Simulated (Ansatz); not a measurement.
## Kick test of a cell of NaOs2

The cell was found from a structure generator's guess, not taken from experiment.

Level of theory: DFT PBE, scalar-relativistic, plane waves, PAW (Ansatz). Cutoff 420 eV; k points 18×18×6 on the computed 3-atom cell (Γ-centred); Gaussian smearing, width 0.10 eV; no spin polarisation.

The cell below (3 atoms, space group P-3m1 (No. 164)) is relaxed within its symmetry.

```
Na Os
1.0
     2.76041    0.00000    0.00000
    -1.38020    2.39058    0.00000
     0.00000    0.00000    7.57981
Na Os
1 2
Direct
  0.00000 0.00000 0.00000
  0.33333 0.66667 0.63427
  0.66667 0.33333 0.36573
```

For the test a repeat of it with 6 atoms (edges 2.76, 4.78, 7.58 Å) was strained at random (σ = 1.5 % a component), the atoms were moved at random (σ = 0.10 Å), and all was relaxed again on a coarse 8×4×4 mesh (in the run’s order of axes) with 0.20 eV smearing, with no symmetry imposed.

These runs have no spin–orbit coupling, which can matter for Os.

Question: Does it come back?

Answer: It returns, within 1 meV/atom of the unmoved cell on that mesh and with the same symmetry when read at 0.1 Å. So it is stable against the distortions that fit this cell and that this random move excites. Modes that don't fit the cell aren't tested.
